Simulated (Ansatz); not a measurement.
Relaxed-ion elastic tensor of K$_{2}$S in space group P6_3/mmc (No. 194; S on 2c, K on 2a, K on 2d) in GPa (Voigt order), DFT-LDA in the program Ansatz with PAW potentials; density 2.37 g/cm³, 25.73 Å³ per atom.

```
      1     2     3     4     5    6
-  ----  ----  ----  ----  ----  ---
1  51.0  37.0  10.7   0.0   0.0  0.0
2  37.0  51.0  10.7   0.0   0.0  0.0
3  10.7  10.7  33.7   0.0   0.0  0.0
4   0.0   0.0   0.0  16.0   0.0  0.0
5   0.0   0.0   0.0   0.0  16.0  0.0
6   0.0   0.0   0.0   0.0   0.0  7.0
```

### Question
Is the crystal mechanically stable?

### Answer
Yes: the smallest eigenvalue of C is 7.0 GPa.

### Question
Work out the Voigt, Reuss and Hill averages.

### Answer
K_V = 28.0, K_R = 24.3, K_H = 26.2; G_V = 12.9, G_R = 10.6, G_H = 11.8 GPa.

### Question
Give Young's modulus, Poisson's ratio, Pugh's ratio and the universal anisotropy index.

### Answer
E = 9KG/(3K + G) = 30.7 GPa; ν = 0.30; K/G = 2.22 (ductile by the Pugh limit of 1.75); A_U = 5G_V/G_R + K_V/K_R − 6 = 1.27.

### Question
Estimate the sound speeds and the Debye temperature.

### Answer
v_l = √((K + 4G/3)/ρ) = 4200 m/s, v_t = √(G/ρ) = 2230 m/s, mean 2490 m/s; Θ = (h/k)(3n/4πV)^(1/3) v_m = 251 K.

### Question
Solve the Christoffel equation for the three sound speeds along x, y, z.

### Answer
Eigenvalues of C_ijkl n_j n_l equal ρv². In km/s, slowest first: x 1.72, 2.59, 4.64; y 1.72, 2.59, 4.64; z 2.59, 2.59, 3.77.

### Question
How much does each axis shrink under pressure?

### Answer
Linear compressibilities β_i = Σ_j S_ij (j = 1 to 3): x 8.4, y 8.4, z 24 per TPa.

The workflow started from an entry of the Crystallography Open Database (COD), which files this formula under 2 space groups. Its standing as an ambient phase is unchecked. The cell was relaxed with LDA under the symmetry of its start; phonons on a q-mesh show weakly imaginary modes. The volume moved by -35 % from the start of the relaxation. The volume fell by over 15 % from the filed cell, which may lack light atoms or belong to other conditions.

Potentials: the later of the program's two PAW sets.
